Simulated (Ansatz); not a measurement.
TeO2:
```
TeO2
1.0
    4.43441     0.00000     0.00000
    0.00000     4.88378     0.00000
    0.00000     0.00000     8.78168
Te O
4 8
Direct
  0.38143   0.03235   0.60250
  0.11857   0.96765   0.10250
  0.88143   0.46765   0.39750
  0.61857   0.53235   0.89750
  0.77393   0.14321   0.53986
  0.72607   0.85679   0.03986
  0.27393   0.35679   0.46014
  0.22607   0.64321   0.96014
  0.17069   0.75321   0.27508
  0.32931   0.24679   0.77508
  0.67069   0.74679   0.72492
  0.82931   0.25321   0.22492
```

Relaxed with r²SCAN.

**Question.** Give the Bader charges and basin volumes of the independent atoms, the program Ansatz at the r²SCAN level (PAW).

**Answer.** 

| atom | Bader charge (e) | Bader volume (Å³) |
|---|---|---|
| Te1 | +2.45 | 17.7 |
| O5 | -1.22 | 14.0 |
| O9 | -1.22 | 15.9 |

Space group P2_12_12_1. The first step of the workflow began from a Materials Project structure, measured or hypothetical; the Crystallography Open Database files this formula in space group No. 19, but the cells were not matched. Its standing as an ambient phase is unchecked. The cell was relaxed with r²SCAN under the symmetry of its start; whether a distortion lowers the energy is not shown. Scalar-relativistic: spin–orbit coupling is off unless named, which matters more the heavier the elements.

Potentials: the earlier of the program's two PAW sets. The files were generated under PBE; for other functionals the program regenerates the frozen cores, and for LDA and PBEsol the local potential too.
